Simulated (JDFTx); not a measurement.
An input for JDFTx (a modified build) (Pt(111), linear PCM (GLSSA13), water, 1 M NaF; bohr, hartree) and the course of its log:

```
lattice \
  5.2689874820 2.6344937410 0.0000000000 \
  0.0000000000 4.5630770189 0.0000000000 \
  0.0000000000 0.0000000000 58.2035646385
coords-type Lattice
ion Pt 0.0000000000 0.0000000000 -0.1108723400 0
ion Pt 0.3333333333 0.3333333333 -0.0369574470 0
ion Pt 0.6666666667 0.6666666667 0.0369574470 0
ion Pt 0.0000000000 0.0000000000 0.1108723400 0
ion-species pseudo/pt_pbe_v1.4.upf
elec-cutoff 20 100
elec-ex-corr gga-PBE
coulomb-interaction Slab 001
coulomb-truncation-embed 0 0 0
kpoint-folding 8 8 1
elec-smearing Fermi 0.01
elec-n-bands 40
target-mu -0.187054
electronic-scf nIterations 100 energyDiffThreshold 1e-07
fluid LinearPCM
pcm-variant GLSSA13
fluid-solvent H2O
fluid-cation Na+ 1
fluid-anion F- 1
fluid-minimize nIterations 400 knormThreshold 1e-11
wavefunction read f2.wfns
elec-initial-eigenvals f2.eigenvals
elec-initial-fillings read f2.fillings
fluid-initial-state f2.fluidState
dump-name f2_u0.$VAR
dump End State Ecomponents EigStats BandEigs Forces ElecDensity IonicPositions Fillings Kpoints Dtot FluidDebug BoundCharge FluidDensity
```

```
[one cycle in 5 is shown, and the last three; fluid-solver lines are left out]
	FillingsUpdate:  mu: -0.187054000  nElectrons: 65.507580
SCF: Cycle:  0   G: -342.438078807521435   dG: +1.396e+00   |Residual|: 1.299e-01   |deigs|: 1.008e-08
	FillingsUpdate:  mu: -0.187054000  nElectrons: 64.216790
SCF: Cycle:  5   G: -343.813123783594904   dG: -5.128e-02   |Residual|: 1.461e-02   |deigs|: 1.119e-03
	FillingsUpdate:  mu: -0.187054000  nElectrons: 64.085487
SCF: Cycle: 10   G: -343.832666384642380   dG: +1.686e-03   |Residual|: 4.575e-03   |deigs|: 6.426e-04
	FillingsUpdate:  mu: -0.187054000  nElectrons: 64.035917
SCF: Cycle: 15   G: -343.834371043234171   dG: -5.834e-05   |Residual|: 2.423e-04   |deigs|: 1.191e-04
	FillingsUpdate:  mu: -0.187054000  nElectrons: 64.033468
SCF: Cycle: 20   G: -343.834374459615105   dG: -9.875e-07   |Residual|: 5.356e-05   |deigs|: 1.426e-04
	FillingsUpdate:  mu: -0.187054000  nElectrons: 64.034069
SCF: Cycle: 25   G: -343.834374374715992   dG: -1.482e-07   |Residual|: 5.557e-05   |deigs|: 3.800e-05
	FillingsUpdate:  mu: -0.187054000  nElectrons: 64.034101
SCF: Cycle: 30   G: -343.834374316210813   dG: +1.294e-07   |Residual|: 4.491e-05   |deigs|: 6.850e-06
	FillingsUpdate:  mu: -0.187054000  nElectrons: 64.028511
SCF: Cycle: 35   G: -343.834357090783612   dG: +1.737e-05   |Residual|: 4.480e-04   |deigs|: 3.293e-05
	FillingsUpdate:  mu: -0.187054000  nElectrons: 64.034251
SCF: Cycle: 40   G: -343.834374265570716   dG: -7.241e-08   |Residual|: 7.066e-05   |deigs|: 7.387e-06
	FillingsUpdate:  mu: -0.187054000  nElectrons: 64.034687
SCF: Cycle: 45   G: -343.834373524271257   dG: +7.428e-07   |Residual|: 1.049e-04   |deigs|: 8.133e-06
	FillingsUpdate:  mu: -0.187054000  nElectrons: 64.034171
SCF: Cycle: 50   G: -343.834374281001033   dG: -9.557e-07   |Residual|: 5.423e-05   |deigs|: 5.288e-06
	FillingsUpdate:  mu: -0.187054000  nElectrons: 64.034265
SCF: Cycle: 55   G: -343.834374081172541   dG: +1.386e-07   |Residual|: 6.971e-05   |deigs|: 4.176e-06
	FillingsUpdate:  mu: -0.187054000  nElectrons: 64.033910
SCF: Cycle: 60   G: -343.834374413906630   dG: -4.189e-07   |Residual|: 4.227e-05   |deigs|: 1.782e-05
	FillingsUpdate:  mu: -0.187054000  nElectrons: 64.034114
SCF: Cycle: 65   G: -343.834374210947487   dG: +1.177e-07   |Residual|: 5.738e-05   |deigs|: 3.652e-06
	FillingsUpdate:  mu: -0.187054000  nElectrons: 64.034240
SCF: Cycle: 70   G: -343.834374246259870   dG: -9.926e-08   |Residual|: 6.215e-05   |deigs|: 4.713e-06
	FillingsUpdate:  mu: -0.187054000  nElectrons: 64.034395
SCF: Cycle: 75   G: -343.834373873327479   dG: +3.754e-07   |Residual|: 8.672e-05   |deigs|: 6.099e-06
	FillingsUpdate:  mu: -0.187054000  nElectrons: 64.034250
SCF: Cycle: 80   G: -343.834374223442296   dG: -3.841e-08   |Residual|: 6.539e-05   |deigs|: 6.676e-06
	FillingsUpdate:  mu: -0.187054000  nElectrons: 64.034076
SCF: Cycle: 85   G: -343.834374221697374   dG: +1.383e-07   |Residual|: 5.886e-05   |deigs|: 5.247e-06
	FillingsUpdate:  mu: -0.187054000  nElectrons: 64.033961
SCF: Cycle: 90   G: -343.834374380034944   dG: -5.201e-08   |Residual|: 4.124e-05   |deigs|: 3.878e-06
	FillingsUpdate:  mu: -0.187054000  nElectrons: 64.034254
SCF: Cycle: 95   G: -343.834374042262993   dG: +3.036e-07   |Residual|: 7.852e-05   |deigs|: 6.790e-06
	FillingsUpdate:  mu: -0.187054000  nElectrons: 64.033835
SCF: Cycle: 97   G: -343.834374321873327   dG: +9.919e-08   |Residual|: 6.159e-05   |deigs|: 4.329e-06
	FillingsUpdate:  mu: -0.187054000  nElectrons: 64.034192
SCF: Cycle: 98   G: -343.834374257631680   dG: +6.424e-08   |Residual|: 5.894e-05   |deigs|: 7.022e-06
	FillingsUpdate:  mu: -0.187054000  nElectrons: 64.033963
SCF: Cycle: 99   G: -343.834374281567420   dG: -2.394e-08   |Residual|: 5.440e-05   |deigs|: 5.286e-06
SCF: None of the convergence criteria satisfied after 100 iterations.
IonicMinimize: Iter:   0  G: -343.834374281567420  |grad|_K:  0.000e+00
IonicMinimize: Converged (|grad|_K<1.000000e-04).
```

This run gave no converged result. The loop ran out of cycles short of its threshold. It has stalled and not diverged: the last ten energies span 4e-07 Ha, so the total is near its end, but levels, forces and the electron count aren't shown converged.
